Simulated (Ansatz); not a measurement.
Ansatz input

```yaml
crystal:
  lattice:
    - [-1.7021226532, 1.3989940255, 1.2476503961]
    - [1.3989940255, -1.7021226532, 1.2476503961]
    - [3.1537248265, 3.1537248265, -1.8028310328]
  atoms:
    - { symbol: Co, position: [0.9582722527, 0.0417277473, 0.0], spin: 1.696 }
    - { symbol: Co, position: [0.7917277473, 0.2082722527, 0.5], spin: 1.696 }
hamiltonian:
  xc: blyp
  pseudopotentials:
    kind: paw
    azcp:
      Co: "pseudopotentials/Co.paw.azcp"
basis:
  ecutwfc: 420
  fft_grid_basis: typed
kpoints:
  mp_grid: { grid: [26, 26, 13], shift: [0, 0, 0] }
magnetization:
  spin_polarized: true
scf:
  occupations: { method: fermi_dirac, width: 0.05 }
```

and its output:

```
Warning: 4 symmetry operations that the atoms keep within the bar at which the run's group was sought (crystal.symmetry.tolerance 1.0e-5, or twice it) were not taken beside the 4 unitary ones that the detection took (of a slab, those that keep its plane). If the more symmetric cell is meant, write the vectors of crystal.lattice to more decimals, or, with the positions in fractional coordinates, give it by lengths and angles (which lays the cell in the standard orientation, to which the deck's other Cartesian keys then refer), with the lengths that are meant to be equal typed equal, the angles likewise, and each angle that the symmetry fixes typed at its exact value (of a frozen-density pass: in the run whose state it reads). The detection then takes those 4 too, where the atoms keep them as a group. The lattice (crystal.lattice as typed, or as saved on a frozen-density pass laid at its state's geometry) misses each of them by more than the tolerance, the farthest off changing a squared length by the fraction 5.3e-5. The run does not impose them: its cell is that one, or, where this deck is also told that its lattice was moved onto its group, that cell laid onto the operations that were taken. If the cell is strained on purpose, what lies past the tolerance is rightly left out.
Engine: ansatz 0.2.0, aarch64-unknown-linux-gnu
Pseudopotentials: kind: paw
Pseudopotential: Co, paw, valence charge 17, recommended cutoff 420 eV (normal) 
Functional definition: BLYP
  parameter beta = 0.0042
  parameter a = 0.04918
  parameter b = 0.132
  parameter c = 0.2533
  parameter d = 0.349
  exchange = b88_x(beta = beta)
  correlation = lyp_c(a = a, b = b, c = c, d = d)
Crystal: 2 atoms, lattice volume = 22.709 Å³
Basis set: ecut = 420 eV, 451 PW (Γ), exchange–correlation on 36×36×72 points (8 copies of the dense FFT grid, shifted against one another)
Bands: 23, of which v1, the nominal top of the filled ones, is band 17 counted from 1 (16 counted from 0)
Symmetry: 4 space group operations
Space group: C2/c (ITA 15), of the structure as read, at distance tolerance 2.8e-5 Å
Magnetic group: BNS 15.85 (UNI 92), of the structure as read, at distance tolerance 2.8e-5 Å
k-points: 2289 of 8788
Non-local potential: Co, projectors of the file, l = 0: 3, l = 1: 2, l = 2: 3, l = 3: 1
PAW form: soft (Blöchl's): semilocal exchange-correlation on the pseudo side does not see the compensation charge
PAW frozen core: Co, regenerated for the run's functional, and the local potential with it (the file was generated under x = pbe(κ = 0.804, μ = 0.2195149727645171), c = pbe(β = 0.06672455060314922))
PAW one-centre angular grid: Co, 590 points (default); XC on 64 Gauss nodes
Initial density: superposition of atomic densities (chi_scale 0.1, normalization cell)
Starting moments: Σ|m| = 3.392 μB on 2 of 2 sites
Initial wavefunctions: pseudopotential atomic-orbital guess
Functional: x = b88, c = lyp
SCF iter   1: F=—  HF=-10267.322627 eV  |F-HF|=—  |Δ(HF+E_count)|=         —  Δρ=9.80e-2 (↑4.94e-3 ↓9.80e-2)  dr2=1.25e0  dr2_m=4.94e-1  M=3.438 μB ∫|m|=3.604 μB  β_m=0.30  ethr=3.10e-3  ⟨swp⟩=5.6  Hψ=398946  notcnv=0
Mixer restart at iter 1: flushing history
SCF iter   2: F=—  HF=-10267.098489 eV  |F-HF|=—  |Δ(HF+E_count)|=   2.24e-1  Δρ=4.45e-2 (↑3.19e-2 ↓4.45e-2)  dr2=4.44e-2  dr2_m=2.98e-1  M=3.428 μB ∫|m|=3.632 μB  β_m=0.41  ethr=3.10e-3  ⟨swp⟩=2.5  Hψ=187757  notcnv=0  defer=1839
SCF iter   3: F=—  HF=-10267.918352 eV  |F-HF|=—  |Δ(HF+E_count)|=   8.20e-1  Δρ=1.89e-2 (↑1.89e-2 ↓1.49e-2)  dr2=3.43e-3  dr2_m=5.88e-2  M=3.360 μB ∫|m|=3.610 μB  β_m=0.56  ethr=1.31e-4  ⟨swp⟩=2.3  Hψ=179566  notcnv=0  defer=1839
SCF iter   4: F=—  HF=-10268.443364 eV  |F-HF|=—  |Δ(HF+E_count)|=   5.25e-1  Δρ=1.11e-2 (↑1.11e-2 ↓8.88e-3)  dr2=5.65e-2  dr2_m=8.18e-4  M=3.287 μB ∫|m|=3.579 μB  β_m=0.78  ethr=1.01e-5  ⟨swp⟩=2.1  Hψ=216785  notcnv=0  defer=1735
SCF iter   5: F=—  HF=-10268.527433 eV  |F-HF|=—  |Δ(HF+E_count)|=   8.41e-2  Δρ=1.78e-3 (↑5.62e-4 ↓1.78e-3)  dr2=3.62e-4  dr2_m=1.15e-4  M=3.247 μB ∫|m|=3.551 μB  β_m=0.85  ethr=1.01e-5  ⟨swp⟩=2.2  Hψ=215380  notcnv=0  defer=1659
SCF iter   6: F=—  HF=-10268.527915 eV  |F-HF|=—  |Δ(HF+E_count)|=   4.82e-4  Δρ=4.06e-4 (↑2.26e-4 ↓4.06e-4)  dr2=2.00e-5  dr2_m=1.72e-5  M=3.244 μB ∫|m|=3.552 μB  β_m=0.92  ethr=1.07e-6  ⟨swp⟩=2.0  Hψ=204954  notcnv=0  defer=1534
SCF iter   7: F=—  HF=-10268.527983 eV  |F-HF|=—  |Δ(HF+E_count)|=   6.84e-5  Δρ=5.06e-4 (↑2.93e-4 ↓5.06e-4)  dr2=8.88e-5  dr2_m=2.91e-6  M=3.243 μB ∫|m|=3.551 μB  β_m=0.92  ethr=5.89e-8  ⟨swp⟩=1.0  Hψ=105294  notcnv=0  defer=1534
SCF iter   8: F=—  HF=-10268.527985 eV  |F-HF|=—  |Δ(HF+E_count)|=   1.71e-6  Δρ=9.63e-5 (↑6.75e-5 ↓9.63e-5)  dr2=3.70e-6  dr2_m=5.65e-8  M=3.242 μB ∫|m|=3.551 μB  β_m=0.88  ethr=5.89e-8  ⟨swp⟩=2.4  Hψ=168105  notcnv=0  defer=1534
SCF iter   9: F=—  HF=-10268.527985 eV  |F-HF|=—  |Δ(HF+E_count)|=   5.63e-8  Δρ=6.59e-6 (↑6.59e-6 ↓5.00e-6)  dr2=1.77e-8  dr2_m=5.85e-10  M=3.242 μB ∫|m|=3.550 μB  β_m=0.84  ethr=1.09e-8  ⟨swp⟩=2.1  Hψ=141599  notcnv=0  defer=1534
SCF iter  10: F=-10268.527985 eV  HF=-10268.527985 eV  |F-HF|=3.17e-10  |Δ(HF+E_count)|=   8.46e-9  Δρ=1.73e-6 (↑1.09e-6 ↓1.73e-6)  dr2=4.18e-10  dr2_m=5.62e-11  M=3.242 μB ∫|m|=3.550 μB  ethr=5.20e-11  ⟨swp⟩=1.0  Hψ=305199  notcnv=0
SCF 1 converged in 10 iterations: F = -10268.527985 eV  dr2 = 4.18e-10
SCF converged after 10 iterations
Magnetization: 3.2423 μB (18.6212 up, 15.3788 down)
Absolute magnetization: 3.5514 μB (∫|ρ↑−ρ↓|, with the PAW one-centre terms)
Spin contamination: 0.0550 ħ² per cell (⟨S²⟩ above its minimum at these occupations)
Per-site moments (μB) at R_I (Å): [(1.6920324519992105, 1.0369068920814166), (1.6920324519992094, 1.0369068920814166)]
Free energy (F): -10268.527985 eV
Harris-Foulkes:  -10268.527985 eV  (|F-HF|=3.17e-10)
Internal energy: -10268.512221 eV  (E = F + TS)
E sigma→0 (E₀):  -10268.520103 eV
Entropy (-TS):   -0.015764 eV (-7.882 meV/atom)
Fermi energy:    18.121723 eV
--- Per-component energies (eV) ---
  E_band       = -501.864275
  E_kinetic    = 906.341512
  E_local      = -5803.966573  (includes V_loc(G=0)·N_el)
  E_nonlocal   = 908.186810
  E_hartree    = 2435.318923
  E_xc         = -314.061424
  E_vxc        = -403.879050  (∫ρ·V_xc dr)
  E_paw        = -3053.013370  (= ΣΔE_a)
  E_vpaw       = -979.186642  (= ΣTr[D̂ρ^β])
  E_aug_tail   = 0.000140  (compensation charges beyond the density's cutoff)
  E_ewald      = -5347.332420
  E_core_change = 0.014181  (= ΣΔE_core)
  E_smearing   = -0.015764  (= −TS)
  E_closure    = 0.000000  (closes the sum)
  Σ components = -10268.527985   (vs F -10268.527985, Δ=0.00e0)
```
